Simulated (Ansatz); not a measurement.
**ScZn: zone-centre modes at 3 GPa**

Theory: DFT LDA, scalar-relativistic, plane waves, PAW (Ansatz 0.2.0). Settings: 420 eV plane-wave cutoff, Γ-centred 14×14×14 mesh, Fermi-Dirac smearing of 0.15 eV. No spin polarisation. Phonons by linear response, acoustic sum rule imposed.

The cell, relaxed at 3 GPa:
```
Sc Zn
1.0
     3.22362    0.00000    0.00000
     0.00000    3.22362    0.00000
     0.00000    0.00000    3.22362
Sc Zn
1 1
Direct
  0.00000 0.00000 0.00000
  0.50000 0.50000 0.50000
```

In a metal, frequencies and elastic constants depend on the k mesh and the smearing, soft modes and shear constants most.

(1) Is this structure stable against zone-centre distortions?

(2) List the optical modes at Γ (i marks imaginary ones).

## Answers

(1) Yes, at Γ: no optical mode is imaginary. Strains and other wave vectors aren't tested by this run.

(2)
| frequency (cm⁻¹) | degeneracy |
| --- | --- |
| 219 | 3 |

Cost: 1 run of about 0.69 core-minutes, on Arm Neoverse V1 (shared hosts).